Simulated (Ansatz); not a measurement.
## MgZrAs single point

The input, for Ansatz 0.2.0 (plane waves, PAW):

```yaml
crystal:
  lattice:
    - [3.448945, 5.973745, 0.0]
    - [-3.448945, 5.973745, 0.0]
    - [0.0, 0.0, 4.221515]
  atoms:
    - { symbol: Mg, position: [0.7561, 0.2439, 0.5] }
    - { symbol: Mg, position: [0.2439, 0.0, 0.5] }
    - { symbol: Mg, position: [0.0, 0.7561, 0.5] }
    - { symbol: As, position: [0.0, 0.0, 0.0] }
    - { symbol: As, position: [0.6667, 0.6666, 0.5] }
    - { symbol: As, position: [0.3333, 0.3334, 0.5] }
    - { symbol: Zr, position: [0.42431, 0.57569, 0.0] }
    - { symbol: Zr, position: [0.57569, 0.0, 0.0] }
    - { symbol: Zr, position: [0.0, 0.42431, 0.0] }
  symmetry: { tolerance: 0.0003 }
kpoints:
  mp_grid: { grid: [6, 6, 8], shift: [0, 0, 0] }
  band_path:
    path:
      - [0.0, 0.0, 0.0]
      - [0.49999995, 0.50000002, 0.0]
      - [0.3333333, 0.66666673, 0.0]
      - [0.0, 0.0, 0.0]
      - [0.0, 0.0, 0.5]
      - [0.49999995, 0.50000002, 0.5]
      - [0.3333333, 0.66666673, 0.5]
      - [0.0, 0.0, 0.5]
      - [0.49999995, 0.50000002, 0.5]
      - [0.49999995, 0.50000002, 0.0]
      - [0.3333333, 0.66666673, 0.5]
    npoints: 6
magnetization:
  spin_polarized: false
scf:
  occupations: { method: fermi_dirac }
  lower_state_search: "off"
  max_iter: 200
hamiltonian:
  pseudopotentials: { kind: paw }
  xc: pbe
basis:
  ecutwfc: 420
  fft_grid_basis: typed
output:
  forces: true
  stress: true
  eigenvalues: true
  bader: true
  populations: true
  elf: true
  write_potential: true
  volumetric_format: npy
  dos:
    e_range: [-12, 8]
    de: 0.05
    projected: { site_lists: { As: [As], Mg: [Mg], Zr: [Zr] } }
checkpoint:
  read: saved_state
```

The saved state is an earlier solution for the same cell, perhaps on another mesh. 

Parts of the output:

```
SCF iter   1: F=—  Δρ=1.01e-3  dr2=3.65e-3
SCF iter   2: F=—  Δρ=6.29e-4  dr2=1.58e-3
SCF iter   3: F=—  Δρ=1.04e-4  dr2=2.74e-5
SCF iter   4: F=—  Δρ=4.49e-5  dr2=3.77e-6
SCF iter   5: F=—  Δρ=1.39e-5  dr2=3.28e-7
SCF iter   6: F=-32895.6989 eV  Δρ=3.22e-6  dr2=1.84e-8
Free energy (F): -32895.6989 eV
Harris-Foulkes:  -32895.6989 eV  (|F-HF|=6.81e-9)
Internal energy: -32895.4676 eV  (E = F + TS)
E sigma→0 (E₀):  -32895.5832 eV
Entropy (-TS):   -0.2313 eV (-25.695 meV/atom)
Fermi energy:    12.5525 eV
--- Stress (GPa, compression-positive) ---
        1.2490       0.0000       0.0000
        0.0000       1.2490       0.0000
        0.0000       0.0000      -7.1544
  P = ⅓ Tr σ = -1.5521 GPa (-15.521 kbar)
--- Bader charges: 9 sites ---
  site symbol  charge [e]  shift [e]
     0     Mg      1.4827     0.0004
     1     Mg      1.4827     0.0004
     2     Mg      1.4827     0.0004
     3     As     -2.6689     0.0005
     4     As     -2.2058     0.0003
     5     As     -2.2057     0.0003
     6     Zr      0.8774     0.0000
     7     Zr      0.8774     0.0000
     8     Zr      0.8774     0.0000
```

Origin: a known structure type with other elements, at an estimated volume, so it need not be a known compound. Caveats: many states at the Fermi level without spin polarisation, so a magnetic state may lie lower.
